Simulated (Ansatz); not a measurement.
This run works on a proposed trial structure, not on a known crystal.

Input and command of a plane-wave DFT calculation in Ansatz:

```yaml
crystal:
  lattice:
    - [3.17, 0.0, 0.0]
    - [0.0, 3.17, 0.0]
    - [0.0, 0.0, 19.02]
  atoms:
    - { symbol: Ta, position: [0.0, 0.5, 0.125] }
    - { symbol: Ta, position: [0.5, 0.0, 0.20833] }
    - { symbol: Ta, position: [0.5, 0.0, 0.875] }
    - { symbol: Ta, position: [0.0, 0.5, 0.79167] }
    - { symbol: Ta, position: [0.5, 0.0, 0.70833] }
    - { symbol: Ta, position: [0.0, 0.5, 0.625] }
    - { symbol: Ta, position: [0.5, 0.0, 0.54167] }
    - { symbol: Ta, position: [0.5, 0.0, 0.375] }
    - { symbol: Ta, position: [0.0, 0.5, 0.45833] }
    - { symbol: Ta, position: [0.0, 0.5, 0.29167] }
    - { symbol: Cu, position: [0.5, 0.0, 0.04167] }
    - { symbol: Cu, position: [0.0, 0.5, 0.95833] }
basis:
  ecutwfc: 420
kpoints:
  mp_grid: { grid: [5, 5, 1] }
hamiltonian:
  xc: pbe
scf:
  occupations: { method: gaussian, width: 0.2 }
  lower_state_search: "off"
output:
  forces: true
  stress: true
  eigenvalues: true
relax:
  adjacent_minimum: "off"
  f_tol: 0.08
  max_steps: 16
  cell: { stress_tol: 0.8 }
```

```bash
ansatz run input.yaml --threads 1 --pin off --max-ram 2560MiB --backend cpu --events-out ev --progress --plain --runs-dir out
```

Processor: Intel(R) Xeon(R) Processor @ 2.50GHz (Skylake/Cascade Lake), 1 thread, on a host shared with other jobs.

Task: Estimate time, memory and problem size.

Result: About 2.2 min, peak memory 0.55 GiB. It solves 101 bands at 6 k points (after reduction by symmetry) with about 4119 plane waves (on the last cell), in 48 SCF iterations over 6 ionic steps.
